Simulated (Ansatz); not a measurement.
Total density of states per atom from DFT-PBE in the program Ansatz with PAW potentials, in 0.25 eV bins, energy from the Fermi level:

(E (eV), states/eV/atom): (-7.85, 0.07); (-7.60, 0.09); (-7.35, 0.10); (-7.10, 0.11); (-6.85, 0.13); (-6.60, 0.15); (-6.35, 0.17); (-6.10, 0.22); (-5.85, 0.26); (-5.60, 0.33); (-5.35, 0.52); (-5.10, 0.79); (-4.85, 0.78); (-4.60, 0.66); (-4.35, 0.84); (-4.10, 1.23); (-3.85, 1.22); (-3.60, 1.08); (-3.35, 1.23); (-3.10, 1.21); (-2.85, 1.18); (-2.60, 1.19); (-2.35, 1.60); (-2.10, 1.24); (-1.85, 1.73); (-1.60, 2.25); (-1.35, 1.87); (-1.10, 1.95); (-0.85, 1.50); (-0.60, 1.73); (-0.35, 1.27); (-0.10, 1.26); (0.15, 1.03); (0.40, 0.82); (0.65, 0.64); (0.90, 0.70); (1.15, 0.74); (1.40, 0.87); (1.65, 0.81); (1.90, 0.67); (2.15, 0.95); (2.40, 0.90); (2.65, 0.97); (2.90, 1.05); (3.15, 1.05); (3.40, 0.71)

Which of these materials gives this?
(A) TePd, Cmcm (Te on 4c, Pd on 4c)
(B) AgW, CsCl type
(C) TiSi2, Cmcm (Ti on 4c, Si on 4c, Si on 4c)
(D) CoW, Cmcm (W on 4c, Co on 4c)

D, CoW, Cmcm (W on 4c, Co on 4c). Within 0.5 eV of the Fermi level: Co 3d 52 %, W 5d 40 %. Projections are on Löwdin-orthogonalised atomic valence shells; empty p or d shells of many metals are not among them.

The start of the workflow was typed in or built on a structure type; neither database checked (COD, Materials Project) lists it. Its standing as an ambient phase is unchecked. The cell was relaxed with PBE under the symmetry of its start; whether a distortion lowers the energy is not shown. The workflow began spin-polarised and lost its moments. Spin–orbit coupling is left out wherever it is not named.

Potentials: the earlier of the program's two PAW sets.
